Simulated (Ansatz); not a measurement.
# RuW: computed property card

RuW:
```
CELL_PARAMETERS angstrom
      2.75675     0.00000     0.00000
     -1.37838     2.38742     0.00000
      0.00000     0.00000     4.41680
ATOMIC_POSITIONS crystal
  Ru 0.00000 0.00000 0.50000
  W  0.66667 0.33333 0.00000
```

Space group P-6m2 (No. 187); conventional cell a = b = 2.757 Å, c = 4.417 Å, α = β = 90.00°, γ = 120.00°.

Method: DFT-PBEsol in the program Ansatz with PAW potentials. Geometry: relaxed at this level of theory. Other levels are named where they apply.

**Cell and energy**

```yaml
volume_per_atom: 14.53 Å³
density: 16.28 g/cm³
Formation energy from the elements (no fitted shifts): 0.090 eV/atom
```

**Electronic structure**

```yaml
electronic_character: metallic (no gap)
Density of states at the Fermi level: 0.83 states/eV per atom (mean over ±0.08 eV)
Gap with spin–orbit coupling: none (metallic)
```

**Mechanics**

```yaml
Bulk modulus (Birch–Murnaghan fit): 324 GPa
Pressure derivative B′: 4.4
Elastic constants (relaxed ions, GPa): C11 = 496, C12 = 277, C13 = 188, C33 = 621, C44 = 120
mechanical_stability: stable (all eigenvalues of C positive)
hill_bulk_and_shear_moduli: 324 and 130 GPa
Young's modulus: 344 GPa
Poisson's ratio: 0.32
debye_temperature_from_the_elastic_constants: 386 K
```

**Phonons**

```yaml
highest_zone_centre_frequency: 169 cm^-1
zone_centre_stability: no imaginary mode at Γ
```

The first step of the workflow began from a Materials Project structure, measured or hypothetical; the Crystallography Open Database copy checked does not list it. With Ru and W taken as one species the cell has the higher symmetry P6_3/mmc, so it may be an ordered model of a mixed-site phase. Its standing as an ambient phase is unchecked. The cell was relaxed with PBEsol under the symmetry of its start. No spin polarisation was allowed. As this level gives no gap, shear constants depend on the k-mesh and smearing (Fermi–Dirac, 0.1 eV here). As this level gives no gap, phonon frequencies hold no LO–TO term and depend on the k-mesh and smearing (Fermi–Dirac, 0.1 eV here). Axis ratios of metals converge slowly with the k-mesh, so a and c are less sure than the volume. The references are the lowest solids computed at this level, not always the standard phases. Scalar-relativistic: spin–orbit coupling is off unless named, which matters more the heavier the elements.

Potentials: the later of the program's two PAW sets.
